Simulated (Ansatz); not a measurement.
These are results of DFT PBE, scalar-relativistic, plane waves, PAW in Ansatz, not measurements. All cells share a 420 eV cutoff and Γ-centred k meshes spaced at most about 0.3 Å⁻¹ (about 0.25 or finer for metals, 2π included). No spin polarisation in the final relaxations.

All energies are static (0 K, no zero-point motion).

Compare these two cells of K₂Ca₃Cl, each relaxed at this level.

A.

```xyz
6
Lattice="6.0075 0.0000 0.0000 -3.0037 5.2026 0.0000 0.0000 0.0000 9.6395" Properties=species:S:1:pos:R:3 pbc="T T T"
K     3.0037    1.7342    3.5133
K     0.0000    3.4684    6.1261
Ca    3.0037    1.7342    8.7455
Ca    0.0000    3.4684    0.8939
Ca    0.0000    0.0000    0.0000
Cl    0.0000    0.0000    4.8197
```

B.

```xyz
6
Lattice="7.2321 0.0000 0.0000 -3.6160 6.2632 0.0000 0.0000 0.0000 7.7438" Properties=species:S:1:pos:R:3 pbc="T T T"
K     0.0000    4.1754    3.8719
K     3.6160    2.0877    3.8719
Ca    3.6160    0.0000    0.0000
Ca   -1.8080    3.1316    0.0000
Ca    1.8080    3.1316    0.0000
Cl    0.0000    0.0000    3.8719
```

Question: Which form is favoured at zero pressure, and by what margin per atom?

Answer: A is lower, by 0.35 eV/atom. A has space group P-3m1 (No. 164), 50.2 Å³/atom and no gap on its mesh; B has space group P6/mmm (No. 191), 58.5 Å³/atom and no gap. Counting Ca or K atoms around Cl (for each partner element, those within 1.25 times its shortest distance or 1.15 times the sum of covalent radii, where it is the nearest in units of that sum or under 1.3; the shortest distance is added where it exceeds 1.18 times the sum of covalent radii), A has Cl 6 from 3.7 Å and B has Cl 6 from 4.2 Å. The denser one is the lower, and pressure would at first widen the difference. In A, around K lie 3 Cl at 3.71 Å, 3 K at 4.34 Å, 4 Ca at 4.35–4.41 Å, 3 Ca at 4.94 Å and 1 Ca at 5.23 Å; Ca on a site of symmetry 3m is surrounded by 3 Ca at 3.58 Å, 3 Ca at 3.90 Å and 4 K at 4.35–4.41 Å; Cl has 6 K at 3.71 Å; 1 more site not described. In B, K has 3 Cl at 4.18 Å, 3 K at 4.18 Å and 6 Ca at 4.40 Å; Ca has 4 Ca at 3.62 Å and 4 K at 4.40 Å; Cl has 6 K at 4.18 Å. Both come from invented guesses. A third cell relaxed alike, in P-4m2, lies 111 meV/atom below the lower of the two.

A magnetic state wasn't ruled out in cells without spin, among them P-3m1, P6/mmm. Cells relaxed within their symmetry can be saddle points.
